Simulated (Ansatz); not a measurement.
Input and command of a plane-wave DFT calculation in Ansatz:

```yaml
crystal:
  lattice:
    - [4.017, 0.0, 0.0]
    - [0.0, 4.017, 0.0]
    - [0.0, 0.0, 3.9]
  atoms:
    - { symbol: Sr, position: [0.5, 0.5, 0.5] }
    - { symbol: Mg, position: [0.0, 0.0, 0.0] }
basis:
  ecutwfc: 420
kpoints:
  mp_grid: { grid: [12, 12, 12] }
hamiltonian:
  xc: pbesol
scf:
  occupations: { method: gaussian, width: 0.15 }
output:
  forces: true
  stress: true
  eigenvalues: true
```

```bash
ansatz run input.yaml --threads 1 --pin off --max-ram 2560MiB --backend cpu --events-out ev --progress --plain --runs-dir out
```

Processor: Arm Neoverse V1, 1 thread, on a host shared with other jobs.

Q: Estimate time, memory and problem size.

A: About 9.6 s on 1 thread of Arm Neoverse V1 (shared host), peak memory 0.4 GiB. It solves 14 bands at 196 k points (the mesh reduced by symmetry) with about 1237 plane waves, in 6 SCF iterations.
